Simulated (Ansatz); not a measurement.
A geometry of SnO2 away from equilibrium: the start of the relaxation of a generated cell, SnO2 built in the rutile structure type. Computed with PBE (plane waves to 420 eV, PAW, scalar-relativistic; Ansatz, a program for electronic structure). Γ-centred k-mesh 5×5×7 on the run's cell (coarser than for final values), Fermi–Dirac smearing 0.05 eV.

```xyz
6
Lattice="4.9189 0.0000 0.0000 0.0000 4.9189 0.0000 0.0000 0.0000 3.1678" Properties=species:S:1:pos:R:3:forces:R:3 pbc="T T T" free_energy=-14318.095 pressure_GPa=-1.5
Sn     0.0000     0.0000     0.0000    0.0000    0.0000    0.0000
Sn     2.4594     2.4594     1.5839    0.0000    0.0000    0.0000
O      1.5001     1.5001     0.0000    0.1547    0.1547    0.0000
O      3.9595     0.9594     1.5839    0.1547   -0.1547    0.0000
O      0.9594     3.9595     1.5839   -0.1547    0.1547    0.0000
O      3.4188     3.4188     0.0000   -0.1547   -0.1547    0.0000
```

Positions in Å, forces in eV/Å, free energy of the cell in eV (comparable only within this code, potentials and settings). Largest force: 0.22 eV/Å, on O3, O4, O5, O6 (atoms numbered as listed); the geometry lies 0.01 eV/atom above the end of its relaxation.

No spin polarisation in the result.

The run could not lose the symmetry of its start.
